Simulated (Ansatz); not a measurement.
FeSi₂:
```yaml
crystal:
  lattice:
    - [2.67656, 0.00000, 0.00000]
    - [0.00000, 2.67656, 0.00000]
    - [0.00000, 0.00000, 5.10617]
  atoms:
    - { symbol: Fe, position: [0.00000, 0.00000, 0.00000] }
    - { symbol: Si, position: [0.50000, 0.50000, 0.72817] }
    - { symbol: Si, position: [0.50000, 0.50000, 0.27183] }
```

Relaxed with PBEsol. Special points in fractions of this cell's reciprocal vectors: Γ (0.000, 0.000, 0.000); X (0.000, 0.500, 0.000); M (0.500, 0.500, 0.000); Z (0.000, 0.000, 0.500); R (0.000, 0.500, 0.500); A (0.500, 0.500, 0.500).

Question: List the band energies nearest the Fermi level at these points for PBEsol in the plane-wave PAW code Ansatz.

Answer: In eV from the Fermi level; about four levels below and three above (degenerate sets whole), none deeper than 8.9 eV; points with the same levels are listed once.

| k | below | above |
|---|---|---|
| Γ | -1.70 -1.53 -1.53 -0.63 | 4.57 4.57 6.52 |
| X | -3.85 -3.25 -2.10 -1.11 | 0.10 1.50 2.29 |
| M | -4.49 -4.49 -3.28 -2.31 | 0.18 0.49 2.59 |
| Z | -2.41 -1.58 -1.58 -0.63 | 2.53 5.73 5.73 |
| R | -3.23 -2.49 -2.09 -1.12 | 0.61 2.37 4.87 |
| A | -4.55 -3.32 -3.32 -1.84 | 0.18 0.36 0.36 |

Space group P4/mmm. The first step of the workflow began from a Materials Project structure, measured or hypothetical; the Crystallography Open Database files this formula in space group No. 123, but the cells were not matched. Whether it is the stable phase at ambient conditions was not checked. The cell was relaxed with PBEsol under the symmetry of its start; of distortions, only those at the zone centre were tested. No spin polarisation was allowed.

Potentials: the later of the program's two PAW sets.
